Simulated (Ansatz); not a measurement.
HfB:
```
HfB
1.0
    0.00000     2.41218     2.41218
    2.41218     0.00000     2.41218
    2.41218     2.41218     0.00000
Hf B
1 1
Direct
  0.50000   0.50000   0.50000
  0.00000   0.00000   0.00000
```

Relaxed with r²SCAN. Special points in fractions of this cell's reciprocal vectors: Γ (0.000, 0.000, 0.000); X (0.500, 0.000, 0.500); U (0.625, 0.250, 0.625); K (0.375, 0.375, 0.750); L (0.500, 0.500, 0.500); W (0.500, 0.250, 0.750).

**Question.** List the band energies nearest the Fermi level at these points for the program Ansatz at the r²SCAN with spin–orbit coupling level (PAW).

**Answer.** In eV from the Fermi level; about four levels below and three above (degenerate sets whole), none deeper than 8.9 eV; points with the same levels are listed once.

| k | below | above |
|---|---|---|
| Γ | – | 2.12 2.12 2.12 2.12 |
| X | -1.59 -1.59 -0.79 -0.79 | 1.80 1.80 2.20 2.20 |
| U | -2.28 -2.28 -1.57 -1.57 | 0.13 0.13 2.96 2.96 |
| L | -1.35 -1.35 -1.24 -1.24 | 5.95 5.95 6.01 6.01 |
| W | -1.38 -1.38 -1.27 -1.27 | 5.16 5.16 5.16 5.16 |

Space group Fm-3m (rock salt). The workflow started from an entry of the Crystallography Open Database (COD). Whether it is the stable phase at ambient conditions was not checked. The r²SCAN relaxation kept the symmetry of its start; of distortions, only those at the zone centre were tested. The run is not spin-polarised.

Potentials: the later of the program's two PAW sets.
